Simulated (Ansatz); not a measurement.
Input:

Y3Si5:
```cif
data_Si5Y3
_chemical_formula_sum 'Y3 Si5'
_space_group_name_H-M_alt 'P-62m'
_space_group_IT_number 189
_space_group_name_Hall 'P -6 -2'
_cell_length_a 6.63977
_cell_length_b 6.63977
_cell_length_c 4.16474
_cell_angle_alpha 90.000
_cell_angle_beta 90.000
_cell_angle_gamma 120.000
loop_
_atom_site_label
_atom_site_type_symbol
_atom_site_symmetry_multiplicity
_atom_site_Wyckoff_symbol
_atom_site_fract_x
_atom_site_fract_y
_atom_site_fract_z
_atom_site_occupancy
Y1 Y 3 f 0.00000 0.64929 0.00000 1
Si1 Si 2 d 0.33333 0.66667 0.50000 1
Si2 Si 3 g 0.71697 0.71697 0.50000 1
```

This is the r²SCAN-relaxed structure.

Q: All from plane-wave PAW r²SCAN (Ansatz code), unless another level is named. Estimate the electronic character.

A: metallic (no gap).

Q: Predict the formation energy from the elements (no fitted shifts).

A: -0.72 eV/atom.

Q: Give the density of states at the Fermi level.

A: 0.29 states/eV per atom (mean over ±0.08 eV).

Q: Give the gap with spin–orbit coupling.

A: none (metallic).

The start of the workflow was typed in or built on a structure type; neither database checked (COD, Materials Project) lists it. Whether it is the stable phase at ambient conditions was not checked. The cell was relaxed with r²SCAN under the symmetry of its start; its stability against distortions is not shown here. No spin polarisation was allowed. The references are the lowest solids computed at this level, not always the standard phases. Scalar-relativistic: spin–orbit coupling is off unless named, which matters more the heavier the elements.

Potentials: the later of the program's two PAW sets.
